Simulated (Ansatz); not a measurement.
Data:

BaZrO3:
```yaml
crystal:
  lattice:
    - [4.19187, 0.00000, 0.00000]
    - [0.00000, 4.19187, 0.00000]
    - [0.00000, 0.00000, 4.19187]
  atoms:
    - { symbol: O, position: [0.00000, 0.50000, 0.50000] }
    - { symbol: O, position: [0.50000, 0.00000, 0.50000] }
    - { symbol: O, position: [0.50000, 0.50000, 0.00000] }
    - { symbol: Ba, position: [0.00000, 0.00000, 0.00000] }
    - { symbol: Zr, position: [0.50000, 0.50000, 0.50000] }
```

This is the HSE06-relaxed structure.

Task: All from DFT-HSE06 in the program Ansatz with PAW potentials, unless another level is named. Estimate the smallest direct gap on the standard path.

Result: 4.98 eV.

Task: Next, the band gap?

Result: 4.72 eV (indirect).

Task: And the conduction-band minimum?

Result: at Γ.

Task: Predict the valence-band maximum.

Result: at R.

Space group Pm-3m (cubic perovskite). The cell was relaxed with HSE06 under the symmetry of its start. No spin polarisation was allowed. The hybrid was solved on a coarse mesh, the path and, where they were found, the r²SCAN edge points; its band edges are the extreme levels among these. Scalar-relativistic: spin–orbit coupling is off unless named, which matters more the heavier the elements.

Potentials: the later of the program's two PAW sets.
